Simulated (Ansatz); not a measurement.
## A plane-wave run on K$_{2}$Li$_{2}$CrO$_{6}$

Input file of Ansatz 0.2.0:

```yaml
crystal:
  lattice:
    - [5.29214672, 0.0, 0.0]
    - [-2.64607336, 4.58313365, 0.0]
    - [0.0, -3.05541943, 5.8668288]
  atoms:
    - { symbol: K, position: [0.80396, 0.60782, 0.41178] }
    - { symbol: K, position: [0.19604, 0.39218, 0.58822] }
    - { symbol: Cr, position: [0.0, 0.0, 0.0] }
    - { symbol: Li, position: [0.624, 0.2479, 0.8719] }
    - { symbol: Li, position: [0.376, 0.7521, 0.1281] }
    - { symbol: O, position: [0.74196, 0.01822, 0.76018] }
    - { symbol: O, position: [0.74196, 0.48392, 0.76018] }
    - { symbol: O, position: [0.27626, 0.01822, 0.76018] }
    - { symbol: O, position: [0.25804, 0.98178, 0.23982] }
    - { symbol: O, position: [0.72374, 0.98178, 0.23982] }
    - { symbol: O, position: [0.25804, 0.51608, 0.23982] }
  symmetry: { tolerance: 0.0003 }
kpoints:
  mp_grid: { grid: [6, 6, 6], shift: [0, 0, 0] }
  band_path:
    path:
      - [0.0, 0.0, 0.0]
      - [0.0, 0.0, 0.5]
      - [0.57625709, -0.28812854, 0.49999985]
      - [0.71187145, -0.4237429, 0.21187126]
      - [0.5, 1.0e-08, -9.0e-08]
      - [0.0, 0.0, 0.0]
      - [0.71187145, -0.35593572, -1.8e-07]
      - [0.64406427, -0.35593572, 0.35593556]
      - [0.5, -0.5, 0.49999983]
      - [0.0, 0.0, 0.0]
    npoints: 6
magnetization:
  spin_polarized: false
scf:
  occupations: { method: methfessel_paxton, width: 0.0105 }
  lower_state_search: "off"
  max_iter: 200
hamiltonian:
  pseudopotentials: { kind: paw }
  xc: lda
basis:
  ecutwfc: 420
  fft_grid_basis: typed
output:
  forces: true
  stress: true
  eigenvalues: true
  bader: true
  populations: true
  elf: true
  write_potential: true
  volumetric_format: npy
  dos:
    e_range: [-12, 8]
    de: 0.05
    projected: { site_lists: { Cr: [Cr], K: [K], Li: [Li], O: [O] } }
checkpoint:
  read: saved_state
```

The run starts from an earlier solution of this cell. 

Output (shortened):

```
SCF iter   1: F=—  Δρ=2.95e-3  dr2=1.54e-3
SCF iter   2: F=—  S|Δr|=    0.00e0  Δρ=7.79e-4  dr2=3.37e-4
SCF iter   3: F=—  S|Δr|=    0.00e0  Δρ=4.92e-4  dr2=4.87e-4
SCF iter   4: F=—  S|Δr|=    0.00e0  Δρ=3.09e-4  dr2=1.60e-4
SCF iter   5: F=—  S|Δr|=    0.00e0  Δρ=8.68e-5  dr2=1.09e-5
SCF iter   6: F=—  S|Δr|=    0.00e0  Δρ=5.87e-5  dr2=5.60e-6
SCF iter   7: F=—  S|Δr|=    0.00e0  Δρ=1.28e-5  dr2=2.68e-7
SCF iter   8: F=-10042.4194 eV  S|Δr|=    0.00e0  Δρ=1.11e-6  dr2=2.08e-9
Free energy (F): -10042.4194 eV
Harris-Foulkes:  -10042.4194 eV  (|F-HF|=1.60e-9)
Internal energy: -10042.4193 eV  (E = F + TS)
E sigma→0 (E₀):  -10042.4194 eV
Entropy (-TS):    0.0000 eV (-0.008 meV/atom)
Fermi energy:    3.4897 eV
--- Per-component energies (eV) ---
  E_band       = -782.5583
  E_kinetic    = 1913.4238
  E_local      = -5397.0238  (includes V_loc(G=0)·N_el)
  E_nonlocal   = 345.9083
  E_hartree    = 1981.6709
  E_xc         = -851.9928
  E_vxc        = -1080.2672  (∫ρ·V_xc dr)
  E_paw        = -3534.6223  (= ΣΔE_a)
  E_vpaw       = -527.9568  (= ΣTr[D̂ρ^β])
  E_aug_tail   = 0.0143  (compensation charges beyond the density's cutoff)
  E_ewald      = -4501.2593
  E_core_change = 1.4617  (= ΣΔE_core)
  E_smearing   =  0.0000  (= −TS)
--- Stress (GPa, compression-positive) ---
       -3.3538       0.0000       0.0000
        0.0000      -3.3538       0.0000
        0.0000       0.0000     -18.8981
  P = ⅓ Tr σ = -8.5352 GPa (-85.352 kbar)
--- Löwdin populations: 11 sites ---
  site symbol       q [e]
     0      K      8.1668
     1      K      8.1668
     2     Cr     12.8723
     3     Li      2.2310
     4     Li      2.2310
     5      O      6.6515
     6      O      6.6515
     7      O      6.6515
     8      O      6.6515
     9      O      6.6515
    10      O      6.6515
  spilling = 0.0057 (of n_electrons = 74.0000)
--- Bader charges: 11 sites ---
  site symbol  charge [e]  shift [e]
     0      K      0.8246     0.0000
     1      K      0.8246     0.0000
     2     Cr      1.7688     0.0019
     3     Li      0.8342     0.0040
     4     Li      0.8342     0.0040
     5      O     -0.8477     0.0010
     6      O     -0.8477     0.0010
     7      O     -0.8477     0.0010
     8      O     -0.8477     0.0010
     9      O     -0.8477     0.0010
    10      O     -0.8477     0.0010
```

Origin: a known structure type with other elements, at an estimated volume, so it need not be a known compound. Caveats: no spin polarisation, so a magnetic state may lie lower; atoms or cell far from equilibrium.
